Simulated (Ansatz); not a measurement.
Starting cell, KCl (rock salt):

```xyz
2
Lattice="0.0000 3.1462 3.1462 3.1462 0.0000 3.1462 3.1462 3.1462 0.0000" Properties=species:S:1:pos:R:3 pbc="T T T"
Cl     0.0000     0.0000     0.0000
K      3.1462     3.1462     3.1462
```

Scan: atom 1 (Cl, nearest neighbour K at 3.146 Å; its periodic images, 4.4 Å or more away, move with it) is displaced along Cartesian z, direction (0.000, 0.000, 1.000) in Cartesian axes, by s. The other atoms stay.

The numbers are results of r2SCAN (plane waves to 500 eV, PAW, scalar-relativistic; Ansatz, an electronic-structure program), not measurements. k mesh 7×7×7 (Γ-centred), Fermi-Dirac smearing 0.05 eV. The energy includes the smearing's −TS. Left out: 2 of 11 points, with atoms too close for the PAW data. KCl was relaxed with its symmetry unable to fall. The zero of ΔE is the undisplaced structure.

```
s (Å)   ΔE (meV/cell)
------  -------------
-0.752            851
-0.564       withheld
-0.376            126
-0.188             27
0.000               0
0.188              27
0.376             126
0.564        withheld
0.752             851
```

Task: Fit an even polynomial form (powers 2, 4) to the given rows and predict ΔE at s = -0.564.

Result: Least squares on the 7 given rows: ΔE = (689.2)·s² + (1442)·s⁴, in meV/cell with s in Å; root-mean-square residual 0.5 meV/cell. At -0.564 the fit gives 365 meV/cell; the calculation gives 359 meV/cell, so the interpolation is off by 6 (+1.7 %). The quadratic term alone would give 219 meV/cell.

(For displaced atoms, the force is minus the slope of the energy, and its curvature is a force constant, which sets phonon frequencies.)
